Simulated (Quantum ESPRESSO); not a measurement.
Mg3O2F2 (made-up cell, one site empty), Si2PCN3 (made-up cell, one site empty) (calculated)

Computed with Quantum ESPRESSO 7.5. Calculation on a made-up crystal cell, not a measurement, run twice, once with a planted mistake found by running each candidate: periodic Kohn-Sham density functional theory in plane waves with PseudoDojo standard norm-conserving scalar-relativistic pseudopotentials, each functional with its own files (v0.5 for PBE, v0.4.1 for LDA and PBEsol), no spin polarisation, no spin-orbit coupling, atoms not relaxed, stress positive in tension, energies less a fixed whole-eV offset for each atom's element; levels are Kohn-Sham levels at fractions of this cell's reciprocal vectors, counted from the reference band (half the neutral cell's valence electrons, rounded up) at Gamma; error bars cover cutoff and k-mesh only, not smearing or the files; each bar is the largest change over components, and at least 0.002 eV, 0.002 eV per angstrom or 0.02 GPa; a charged cell sits in a uniform background, with energy and stress on this program's zero of potential; energies are for the whole cell, and the offsets were chosen from early runs and are not element reference energies; a distance is the largest change of any value in units of its error bar, a scale change is of lengths, and a coarse mesh keeps the half-step shift.

Settings shared by all entries: intended functional pbe; intended cutoff 1143 eV; intended fermi dirac smearing 0.025 eV; intended scf tolerance 1e-07 eV; intended electrons removed 0; healthy smearing term minus ts 0 eV; candidate k points along each vector 2; candidate first exchanged site 5; intended k mesh 4 x 4 x 4, shifted by half a step; structure shown as intended, without the mistake.

```json
{"entry": 1, "formula": "Mg3O2F2", "kind": "made-up cell, one site empty", "intended_structure": {"cell_angstrom": [[4.0033, -0.0114, -0.0191], [-0.0114, 4.0342, 0.0441], [-0.0191, 0.0441, 4.1047]], "atoms_fractional": [["Mg", -0.02839, 0.50073, 0.49964], ["Mg", 0.49184, -0.00625, 0.49482], ["Mg", 0.47285, 0.50733, -0.01758], ["O", 0.51726, 0.02146, 0.00534], ["O", 0.50532, 0.50495, 0.51212], ["F", 0.9986, 0.00734, 0.50302], ["F", 1.00663, 0.49819, 0.02445]]}, "given": {"lattice_type": "rocksalt", "empty_site": 1, "healthy_free_energy_less_offsets [eV]": 8.251, "healthy_scf_iterations": 10, "healthy_pressure [GPa]": 16.85, "healthy_stress_xx [GPa]": -29.2, "healthy_stress_yy [GPa]": -12.0, "healthy_stress_zz [GPa]": -9.35, "healthy_stress_yz [GPa]": 2.49, "healthy_stress_xz [GPa]": 0.05, "healthy_stress_xy [GPa]": -0.19, "healthy_reference_band": 28, "faulty_free_energy_less_offsets [eV]": 8.112, "faulty_scf_iterations": 10, "faulty_smearing_term_minus_ts [eV]": 0.0, "faulty_pressure [GPa]": 17.08, "faulty_stress_xx [GPa]": -18.6, "faulty_stress_yy [GPa]": -11.8, "faulty_stress_zz [GPa]": -20.84, "faulty_stress_yz [GPa]": 2.16, "faulty_stress_xz [GPa]": 0.12, "faulty_stress_xy [GPa]": -0.39, "faulty_reference_band": 28, "candidate_cutoff [eV]": 734, "candidate_smearing [eV]": 0.36, "candidate_functional": "pbesol", "candidate_scf_tolerance [eV]": 0.5, "candidate_electrons_removed": -1, "candidate_scale_change [percent]": 1.5, "candidate_second_exchanged_site": 7, "atom_site": [2, 3, 4, 5, 6, 7, 8], "atom_energy_offset [eV]": [-1617, -1617, -1617, -452, -452, -677, -677], "healthy_force_site": [2, 3, 4, 5, 6, 7, 8], "healthy_force_x [eV/angstrom]": [1.594, 0.161, 1.214, -0.44, -1.624, 0.005, -0.91], "healthy_force_y [eV/angstrom]": [-0.06, 0.886, 0.242, -1.013, -0.027, -0.311, 0.283], "healthy_force_z [eV/angstrom]": [0.173, 0.059, 1.388, -0.324, -0.782, 0.134, -0.647], "healthy_level_k_point": ["Gamma", "(1/2,1/2,1/2)", "(0.15,0,0)", "(0,0.15,0)", "(0,0,0.15)"], "healthy_next_band_up [eV]": [3.555, 6.879, 4.029, 3.993, 3.988], "faulty_force_site": [2, 3, 4, 5, 6, 7, 8], "faulty_force_x [eV/angstrom]": [1.858, 0.113, 0.902, -0.293, -1.583, -0.056, -0.941], "faulty_force_y [eV/angstrom]": [0.055, 0.844, 0.12, -0.64, -0.128, -0.472, 0.222], "faulty_force_z [eV/angstrom]": [0.255, 0.077, 1.163, -0.186, -0.723, 0.223, -0.81], "faulty_level_k_point": ["Gamma", "(1/2,1/2,1/2)", "(0.15,0,0)", "(0,0.15,0)", "(0,0,0.15)"], "faulty_next_band_up [eV]": [3.731, 7.057, 4.162, 4.167, 4.201], "candidate_mistake": ["coarse kmesh", "low cutoff", "wide smearing", "wrong functional", "loose scf", "wrong charge", "cell scaled", "atoms exchanged"]}, "results": {"fault_kind": "atoms exchanged", "other_mistakes_compared": 7, "distance_from_healthy [error bars]": 236.9, "distance_from_nearest_other_mistake [error bars]": 234.0, "healthy_error_bar_energy [eV]": 0.002816, "healthy_error_bar_stress [GPa]": 0.04853, "healthy_error_bar_force [eV/angstrom]": 0.008774, "healthy_error_bar_next_band_up [eV]": 0.002}}
{"entry": 2, "formula": "Si2PCN3", "kind": "made-up cell, one site empty", "intended_structure": {"cell_angstrom": [[4.0778, 0.0298, 0.0188], [0.0298, 4.0698, -0.0395], [0.0188, -0.0395, 4.2128]], "atoms_fractional": [["Si", 0.01169, -0.0107, 0.00775], ["Si", 0.00047, 0.47461, 0.47003], ["P", 0.49418, 0.47726, -0.02109], ["C", 0.27363, 0.27709, 0.25204], ["N", 0.25198, 0.73524, 0.75916], ["N", 0.74306, 0.26258, 0.76185], ["N", 0.75139, 0.73749, 0.21841]]}, "given": {"lattice_type": "zincblende/diamond", "empty_site": 3, "healthy_free_energy_less_offsets [eV]": 0.731, "healthy_scf_iterations": 12, "healthy_pressure [GPa]": 5.43, "healthy_stress_xx [GPa]": -2.2, "healthy_stress_yy [GPa]": -9.43, "healthy_stress_zz [GPa]": -4.67, "healthy_stress_yz [GPa]": -9.08, "healthy_stress_xz [GPa]": 15.92, "healthy_stress_xy [GPa]": 9.66, "healthy_reference_band": 16, "faulty_free_energy_less_offsets [eV]": 0.965, "faulty_scf_iterations": 12, "faulty_smearing_term_minus_ts [eV]": 0.0, "faulty_pressure [GPa]": 5.76, "faulty_stress_xx [GPa]": -2.76, "faulty_stress_yy [GPa]": -9.56, "faulty_stress_zz [GPa]": -4.96, "faulty_stress_yz [GPa]": -8.85, "faulty_stress_xz [GPa]": 15.21, "faulty_stress_xy [GPa]": 9.67, "faulty_reference_band": 16, "candidate_cutoff [eV]": 682, "candidate_smearing [eV]": 0.47, "candidate_functional": "lda", "candidate_scf_tolerance [eV]": 0.1, "candidate_electrons_removed": 1, "candidate_scale_change [percent]": 1.94, "candidate_second_exchanged_site": 6, "atom_site": [1, 2, 4, 5, 6, 7, 8], "atom_energy_offset [eV]": [-115, -115, -189, -163, -283, -283, -283], "healthy_force_site": [1, 2, 4, 5, 6, 7, 8], "healthy_force_x [eV/angstrom]": [-0.109, -2.922, -0.097, 1.552, -0.224, 2.212, -0.411], "healthy_force_y [eV/angstrom]": [0.908, 3.779, 2.97, -4.174, -1.239, -1.139, -1.105], "healthy_force_z [eV/angstrom]": [-0.265, 3.808, 1.855, -3.6, -0.621, -1.28, 0.103], "healthy_level_k_point": ["Gamma", "(1/2,1/2,1/2)", "(0.15,0,0)", "(0,0.15,0)", "(0,0,0.15)"], "healthy_next_band_up [eV]": [1.149, 3.118, 1.465, 1.655, 1.505], "faulty_force_site": [1, 2, 4, 5, 6, 7, 8], "faulty_force_x [eV/angstrom]": [-0.159, -2.881, -0.053, 1.42, -0.292, 2.223, -0.258], "faulty_force_y [eV/angstrom]": [0.819, 3.825, 3.037, -3.946, -1.434, -0.993, -1.308], "faulty_force_z [eV/angstrom]": [-0.316, 3.806, 1.853, -3.737, -0.426, -1.109, -0.071], "faulty_level_k_point": ["Gamma", "(1/2,1/2,1/2)", "(0.15,0,0)", "(0,0.15,0)", "(0,0,0.15)"], "faulty_next_band_up [eV]": [1.137, 3.116, 1.451, 1.644, 1.493], "candidate_mistake": ["coarse kmesh", "low cutoff", "wide smearing", "wrong functional", "loose scf", "wrong charge", "cell scaled", "atoms exchanged"]}, "results": {"fault_kind": "coarse kmesh", "other_mistakes_compared": 7, "distance_from_healthy [error bars]": 116.9, "distance_from_nearest_other_mistake [error bars]": 132.3, "healthy_error_bar_energy [eV]": 0.002, "healthy_error_bar_stress [GPa]": 0.02, "healthy_error_bar_force [eV/angstrom]": 0.004397, "healthy_error_bar_next_band_up [eV]": 0.002}}
{"entry": 3, "formula": "Si2PCN3", "kind": "made-up cell, one site empty", "intended_structure": {"cell_angstrom": [[4.0778, 0.0298, 0.0188], [0.0298, 4.0698, -0.0395], [0.0188, -0.0395, 4.2128]], "atoms_fractional": [["Si", 0.01169, -0.0107, 0.00775], ["Si", 0.00047, 0.47461, 0.47003], ["P", 0.49418, 0.47726, -0.02109], ["C", 0.27363, 0.27709, 0.25204], ["N", 0.25198, 0.73524, 0.75916], ["N", 0.74306, 0.26258, 0.76185], ["N", 0.75139, 0.73749, 0.21841]]}, "given": {"lattice_type": "zincblende/diamond", "empty_site": 3, "healthy_free_energy_less_offsets [eV]": 0.731, "healthy_scf_iterations": 12, "healthy_pressure [GPa]": 5.43, "healthy_stress_xx [GPa]": -2.2, "healthy_stress_yy [GPa]": -9.43, "healthy_stress_zz [GPa]": -4.67, "healthy_stress_yz [GPa]": -9.08, "healthy_stress_xz [GPa]": 15.92, "healthy_stress_xy [GPa]": 9.66, "healthy_reference_band": 16, "faulty_free_energy_less_offsets [eV]": 1.892, "faulty_scf_iterations": 12, "faulty_smearing_term_minus_ts [eV]": 0.0, "faulty_pressure [GPa]": -7.25, "faulty_stress_xx [GPa]": 10.49, "faulty_stress_yy [GPa]": 3.31, "faulty_stress_zz [GPa]": 7.96, "faulty_stress_yz [GPa]": -9.03, "faulty_stress_xz [GPa]": 15.83, "faulty_stress_xy [GPa]": 9.75, "faulty_reference_band": 16, "candidate_cutoff [eV]": 682, "candidate_smearing [eV]": 0.47, "candidate_functional": "lda", "candidate_scf_tolerance [eV]": 0.1, "candidate_electrons_removed": 1, "candidate_scale_change [percent]": 1.94, "candidate_second_exchanged_site": 6, "atom_site": [1, 2, 4, 5, 6, 7, 8], "atom_energy_offset [eV]": [-115, -115, -189, -163, -283, -283, -283], "healthy_force_site": [1, 2, 4, 5, 6, 7, 8], "healthy_force_x [eV/angstrom]": [-0.109, -2.922, -0.097, 1.552, -0.224, 2.212, -0.411], "healthy_force_y [eV/angstrom]": [0.908, 3.779, 2.97, -4.174, -1.239, -1.139, -1.105], "healthy_force_z [eV/angstrom]": [-0.265, 3.808, 1.855, -3.6, -0.621, -1.28, 0.103], "healthy_level_k_point": ["Gamma", "(1/2,1/2,1/2)", "(0.15,0,0)", "(0,0.15,0)", "(0,0,0.15)"], "healthy_next_band_up [eV]": [1.149, 3.118, 1.465, 1.655, 1.505], "faulty_force_site": [1, 2, 4, 5, 6, 7, 8], "faulty_force_x [eV/angstrom]": [-0.11, -2.941, -0.095, 1.592, -0.206, 2.189, -0.428], "faulty_force_y [eV/angstrom]": [0.913, 3.793, 2.985, -4.179, -1.261, -1.131, -1.12], "faulty_force_z [eV/angstrom]": [-0.266, 3.821, 1.856, -3.583, -0.632, -1.284, 0.088], "faulty_level_k_point": ["Gamma", "(1/2,1/2,1/2)", "(0.15,0,0)", "(0,0.15,0)", "(0,0,0.15)"], "faulty_next_band_up [eV]": [1.143, 3.102, 1.458, 1.649, 1.497], "candidate_mistake": ["coarse kmesh", "low cutoff", "wide smearing", "wrong functional", "loose scf", "wrong charge", "cell scaled", "atoms exchanged"]}, "results": {"fault_kind": "low cutoff", "other_mistakes_compared": 7, "distance_from_healthy [error bars]": 636.8, "distance_from_nearest_other_mistake [error bars]": 565.6, "healthy_error_bar_energy [eV]": 0.002, "healthy_error_bar_stress [GPa]": 0.02, "healthy_error_bar_force [eV/angstrom]": 0.004397, "healthy_error_bar_next_band_up [eV]": 0.002}}
{"entry": 4, "formula": "Si2PCN3", "kind": "made-up cell, one site empty", "intended_structure": {"cell_angstrom": [[4.0778, 0.0298, 0.0188], [0.0298, 4.0698, -0.0395], [0.0188, -0.0395, 4.2128]], "atoms_fractional": [["Si", 0.01169, -0.0107, 0.00775], ["Si", 0.00047, 0.47461, 0.47003], ["P", 0.49418, 0.47726, -0.02109], ["C", 0.27363, 0.27709, 0.25204], ["N", 0.25198, 0.73524, 0.75916], ["N", 0.74306, 0.26258, 0.76185], ["N", 0.75139, 0.73749, 0.21841]]}, "given": {"lattice_type": "zincblende/diamond", "empty_site": 3, "healthy_free_energy_less_offsets [eV]": 0.731, "healthy_scf_iterations": 12, "healthy_pressure [GPa]": 5.43, "healthy_stress_xx [GPa]": -2.2, "healthy_stress_yy [GPa]": -9.43, "healthy_stress_zz [GPa]": -4.67, "healthy_stress_yz [GPa]": -9.08, "healthy_stress_xz [GPa]": 15.92, "healthy_stress_xy [GPa]": 9.66, "healthy_reference_band": 16, "faulty_free_energy_less_offsets [eV]": 0.619, "faulty_scf_iterations": 10, "faulty_smearing_term_minus_ts [eV]": -0.386, "faulty_pressure [GPa]": 5.97, "faulty_stress_xx [GPa]": -2.94, "faulty_stress_yy [GPa]": -9.78, "faulty_stress_zz [GPa]": -5.19, "faulty_stress_yz [GPa]": -9.44, "faulty_stress_xz [GPa]": 16.71, "faulty_stress_xy [GPa]": 8.99, "faulty_reference_band": 16, "candidate_cutoff [eV]": 682, "candidate_smearing [eV]": 0.47, "candidate_functional": "lda", "candidate_scf_tolerance [eV]": 0.1, "candidate_electrons_removed": 1, "candidate_scale_change [percent]": 1.94, "candidate_second_exchanged_site": 6, "atom_site": [1, 2, 4, 5, 6, 7, 8], "atom_energy_offset [eV]": [-115, -115, -189, -163, -283, -283, -283], "healthy_force_site": [1, 2, 4, 5, 6, 7, 8], "healthy_force_x [eV/angstrom]": [-0.109, -2.922, -0.097, 1.552, -0.224, 2.212, -0.411], "healthy_force_y [eV/angstrom]": [0.908, 3.779, 2.97, -4.174, -1.239, -1.139, -1.105], "healthy_force_z [eV/angstrom]": [-0.265, 3.808, 1.855, -3.6, -0.621, -1.28, 0.103], "healthy_level_k_point": ["Gamma", "(1/2,1/2,1/2)", "(0.15,0,0)", "(0,0.15,0)", "(0,0,0.15)"], "healthy_next_band_up [eV]": [1.149, 3.118, 1.465, 1.655, 1.505], "faulty_force_site": [1, 2, 4, 5, 6, 7, 8], "faulty_force_x [eV/angstrom]": [-0.111, -3.0, -0.072, 1.567, -0.24, 2.254, -0.398], "faulty_force_y [eV/angstrom]": [1.009, 3.703, 2.908, -4.222, -1.202, -1.151, -1.045], "faulty_force_z [eV/angstrom]": [-0.284, 3.918, 1.704, -3.521, -0.606, -1.319, 0.108], "faulty_level_k_point": ["Gamma", "(1/2,1/2,1/2)", "(0.15,0,0)", "(0,0.15,0)", "(0,0,0.15)"], "faulty_next_band_up [eV]": [1.204, 3.17, 1.52, 1.712, 1.558], "candidate_mistake": ["coarse kmesh", "low cutoff", "wide smearing", "wrong functional", "loose scf", "wrong charge", "cell scaled", "atoms exchanged"]}, "results": {"fault_kind": "wide smearing", "other_mistakes_compared": 7, "distance_from_healthy [error bars]": 193.0, "distance_from_nearest_other_mistake [error bars]": 193.0, "healthy_error_bar_energy [eV]": 0.002, "healthy_error_bar_stress [GPa]": 0.02, "healthy_error_bar_force [eV/angstrom]": 0.004397, "healthy_error_bar_next_band_up [eV]": 0.002}}
{"entry": 5, "formula": "Si2PCN3", "kind": "made-up cell, one site empty", "intended_structure": {"cell_angstrom": [[4.0778, 0.0298, 0.0188], [0.0298, 4.0698, -0.0395], [0.0188, -0.0395, 4.2128]], "atoms_fractional": [["Si", 0.01169, -0.0107, 0.00775], ["Si", 0.00047, 0.47461, 0.47003], ["P", 0.49418, 0.47726, -0.02109], ["C", 0.27363, 0.27709, 0.25204], ["N", 0.25198, 0.73524, 0.75916], ["N", 0.74306, 0.26258, 0.76185], ["N", 0.75139, 0.73749, 0.21841]]}, "given": {"lattice_type": "zincblende/diamond", "empty_site": 3, "healthy_free_energy_less_offsets [eV]": 0.731, "healthy_scf_iterations": 12, "healthy_pressure [GPa]": 5.43, "healthy_stress_xx [GPa]": -2.2, "healthy_stress_yy [GPa]": -9.43, "healthy_stress_zz [GPa]": -4.67, "healthy_stress_yz [GPa]": -9.08, "healthy_stress_xz [GPa]": 15.92, "healthy_stress_xy [GPa]": 9.66, "healthy_reference_band": 16, "faulty_free_energy_less_offsets [eV]": -2.501, "faulty_scf_iterations": 12, "faulty_smearing_term_minus_ts [eV]": 0.0, "faulty_pressure [GPa]": -4.62, "faulty_stress_xx [GPa]": 8.0, "faulty_stress_yy [GPa]": 0.41, "faulty_stress_zz [GPa]": 5.46, "faulty_stress_yz [GPa]": -8.94, "faulty_stress_xz [GPa]": 14.99, "faulty_stress_xy [GPa]": 8.95, "faulty_reference_band": 16, "candidate_cutoff [eV]": 682, "candidate_smearing [eV]": 0.47, "candidate_functional": "lda", "candidate_scf_tolerance [eV]": 0.1, "candidate_electrons_removed": 1, "candidate_scale_change [percent]": 1.94, "candidate_second_exchanged_site": 6, "atom_site": [1, 2, 4, 5, 6, 7, 8], "atom_energy_offset [eV]": [-115, -115, -189, -163, -283, -283, -283], "healthy_force_site": [1, 2, 4, 5, 6, 7, 8], "healthy_force_x [eV/angstrom]": [-0.109, -2.922, -0.097, 1.552, -0.224, 2.212, -0.411], "healthy_force_y [eV/angstrom]": [0.908, 3.779, 2.97, -4.174, -1.239, -1.139, -1.105], "healthy_force_z [eV/angstrom]": [-0.265, 3.808, 1.855, -3.6, -0.621, -1.28, 0.103], "healthy_level_k_point": ["Gamma", "(1/2,1/2,1/2)", "(0.15,0,0)", "(0,0.15,0)", "(0,0,0.15)"], "healthy_next_band_up [eV]": [1.149, 3.118, 1.465, 1.655, 1.505], "faulty_force_site": [1, 2, 4, 5, 6, 7, 8], "faulty_force_x [eV/angstrom]": [-0.161, -2.817, 0.002, 1.332, -0.341, 2.184, -0.199], "faulty_force_y [eV/angstrom]": [0.753, 3.708, 2.92, -3.871, -1.405, -0.847, -1.258], "faulty_force_z [eV/angstrom]": [-0.321, 3.704, 1.751, -3.691, -0.308, -0.995, -0.14], "faulty_level_k_point": ["Gamma", "(1/2,1/2,1/2)", "(0.15,0,0)", "(0,0.15,0)", "(0,0,0.15)"], "faulty_next_band_up [eV]": [1.098, 3.089, 1.402, 1.599, 1.457], "candidate_mistake": ["coarse kmesh", "low cutoff", "wide smearing", "wrong functional", "loose scf", "wrong charge", "cell scaled", "atoms exchanged"]}, "results": {"fault_kind": "wrong functional", "other_mistakes_compared": 7, "distance_from_healthy [error bars]": 1616.0, "distance_from_nearest_other_mistake [error bars]": 1560.0, "healthy_error_bar_energy [eV]": 0.002, "healthy_error_bar_stress [GPa]": 0.02, "healthy_error_bar_force [eV/angstrom]": 0.004397, "healthy_error_bar_next_band_up [eV]": 0.002}}
{"entry": 6, "formula": "Si2PCN3", "kind": "made-up cell, one site empty", "intended_structure": {"cell_angstrom": [[4.0778, 0.0298, 0.0188], [0.0298, 4.0698, -0.0395], [0.0188, -0.0395, 4.2128]], "atoms_fractional": [["Si", 0.01169, -0.0107, 0.00775], ["Si", 0.00047, 0.47461, 0.47003], ["P", 0.49418, 0.47726, -0.02109], ["C", 0.27363, 0.27709, 0.25204], ["N", 0.25198, 0.73524, 0.75916], ["N", 0.74306, 0.26258, 0.76185], ["N", 0.75139, 0.73749, 0.21841]]}, "given": {"lattice_type": "zincblende/diamond", "empty_site": 3, "healthy_free_energy_less_offsets [eV]": 0.731, "healthy_scf_iterations": 12, "healthy_pressure [GPa]": 5.43, "healthy_stress_xx [GPa]": -2.2, "healthy_stress_yy [GPa]": -9.43, "healthy_stress_zz [GPa]": -4.67, "healthy_stress_yz [GPa]": -9.08, "healthy_stress_xz [GPa]": 15.92, "healthy_stress_xy [GPa]": 9.66, "healthy_reference_band": 16, "faulty_free_energy_less_offsets [eV]": 0.775, "faulty_scf_iterations": 4, "faulty_smearing_term_minus_ts [eV]": 0.0, "faulty_pressure [GPa]": 8.09, "faulty_stress_xx [GPa]": -4.47, "faulty_stress_yy [GPa]": -12.19, "faulty_stress_zz [GPa]": -7.61, "faulty_stress_yz [GPa]": -9.08, "faulty_stress_xz [GPa]": 14.88, "faulty_stress_xy [GPa]": 8.45, "faulty_reference_band": 16, "candidate_cutoff [eV]": 682, "candidate_smearing [eV]": 0.47, "candidate_functional": "lda", "candidate_scf_tolerance [eV]": 0.1, "candidate_electrons_removed": 1, "candidate_scale_change [percent]": 1.94, "candidate_second_exchanged_site": 6, "atom_site": [1, 2, 4, 5, 6, 7, 8], "atom_energy_offset [eV]": [-115, -115, -189, -163, -283, -283, -283], "healthy_force_site": [1, 2, 4, 5, 6, 7, 8], "healthy_force_x [eV/angstrom]": [-0.109, -2.922, -0.097, 1.552, -0.224, 2.212, -0.411], "healthy_force_y [eV/angstrom]": [0.908, 3.779, 2.97, -4.174, -1.239, -1.139, -1.105], "healthy_force_z [eV/angstrom]": [-0.265, 3.808, 1.855, -3.6, -0.621, -1.28, 0.103], "healthy_level_k_point": ["Gamma", "(1/2,1/2,1/2)", "(0.15,0,0)", "(0,0.15,0)", "(0,0,0.15)"], "healthy_next_band_up [eV]": [1.149, 3.118, 1.465, 1.655, 1.505], "faulty_force_site": [1, 2, 4, 5, 6, 7, 8], "faulty_force_x [eV/angstrom]": [-0.077, -2.938, -0.026, 1.51, -0.313, 2.257, -0.412], "faulty_force_y [eV/angstrom]": [0.886, 3.773, 2.95, -4.168, -1.332, -0.976, -1.133], "faulty_force_z [eV/angstrom]": [-0.301, 3.824, 1.832, -3.796, -0.5, -1.071, 0.013], "faulty_level_k_point": ["Gamma", "(1/2,1/2,1/2)", "(0.15,0,0)", "(0,0.15,0)", "(0,0,0.15)"], "faulty_next_band_up [eV]": [1.198, 3.134, 1.496, 1.694, 1.549], "candidate_mistake": ["coarse kmesh", "low cutoff", "wide smearing", "wrong functional", "loose scf", "wrong charge", "cell scaled", "atoms exchanged"]}, "results": {"fault_kind": "loose scf", "other_mistakes_compared": 7, "distance_from_healthy [error bars]": 147.1, "distance_from_nearest_other_mistake [error bars]": 132.3, "healthy_error_bar_energy [eV]": 0.002, "healthy_error_bar_stress [GPa]": 0.02, "healthy_error_bar_force [eV/angstrom]": 0.004397, "healthy_error_bar_next_band_up [eV]": 0.002}}
```
